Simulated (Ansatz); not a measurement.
One crystal and one scan (frozen-phonon scan) at two levels, r2SCAN (plane waves to 500 eV, PAW, scalar-relativistic; Ansatz, a first-principles code) and PBE (plane waves to 420 eV, PAW, scalar-relativistic; Ansatz), each from its own relaxed cell and on its own mesh. The cell shown is that of r2SCAN.

MoSi$_{2}$ (MoSi2 type, space group I4/mmm)

```
CELL_PARAMETERS angstrom
     -3.20172     3.20172     7.81858
      0.00000     0.00000     7.81858
      0.00000     3.20172     0.00000
ATOMIC_POSITIONS crystal
  Mo 0.00000 0.00000 0.00000
  Mo 0.50000 0.00000 0.00000
  Si 0.00000 0.33530 0.00000
  Si 0.50000 0.33530 0.00000
  Si 0.00000 0.66470 0.00000
  Si 0.50000 0.66470 0.00000
```

The atoms are displaced by Q × the pattern below (from a DFPT mode at M = (0.5, 0.5, 0.5), largest move 1; Q in Å), at fixed cell. It is one choice among 2 degenerate patterns. (q is in reciprocal vectors of the primitive cell; the cell shown is doubled to hold the pattern.)

| atom | x | y | z |
|---|---|---|---|
| Mo1 | 0.000 | -1.000 | 0.000 |
| Mo2 | 0.000 | 1.000 | 0.000 |
| Si3 | 0.000 | 0.517 | 0.000 |
| Si4 | 0.000 | -0.517 | 0.000 |
| Si5 | 0.000 | 0.517 | 0.000 |
| Si6 | 0.000 | -0.517 | 0.000 |

MoSi2 is run without spin polarisation. MoSi2 was relaxed with its symmetry unable to fall. With partly filled bands, energies and forces of such displacements shift with the k mesh and the smearing. Percentages come from the unrounded values. Both scans cover Q from -0.100 to 0.100 Å.

Results of r2SCAN:

| Item | Result |
|---|---|
| Lattice constant a (Å) | 3.202 |
| Lattice constant c (Å) | 7.819 |
| Relaxed volume (Å³/atom) | 13.36 |
| Energy at Q = 0.100 Å (meV/cell) | 147 |
| Harmonic wavenumber from the curvature (finite differences) (cm⁻¹ (negative: imaginary)) | 190 |
| Space group of the distorted cell | Pmmn (No. 59), lowered from I4/mmm |
| Symmetry of the curve | even: the same for both signs |
| Shape of the curve | a single well with its minimum at or next to zero displacement |

### Question
What does PBE give for the same quantities?

### Answer
```tsv
quantity	PBE	r2SCAN − PBE
Lattice constant a (Å)	3.217	-0.015 (-0.5 %)
Lattice constant c (Å)	7.873	-0.054 (-0.7 %)
Relaxed volume (Å³/atom)	13.58	-0.22 (-1.6 %)
Energy at Q = 0.100 Å (meV/cell)	132	+15 (+11 %)
Harmonic wavenumber from the curvature (finite differences) (cm⁻¹ (negative: imaginary))	181	+9 (+5 %)
```

r2SCAN gives the higher value for: energy at Q = 0.100 Å; harmonic wavenumber from the curvature. r2SCAN gives the lower value for: lattice constant a; lattice constant c; relaxed volume. Both give the same space group of the distorted cell: Pmmn (No. 59), lowered from I4/mmm. Neither level is exact: the differences show how much the result hangs on the functional.

(A displaced cell: forces are minus the slopes of the energy, force constants its curvatures, and phonons follow from these.)
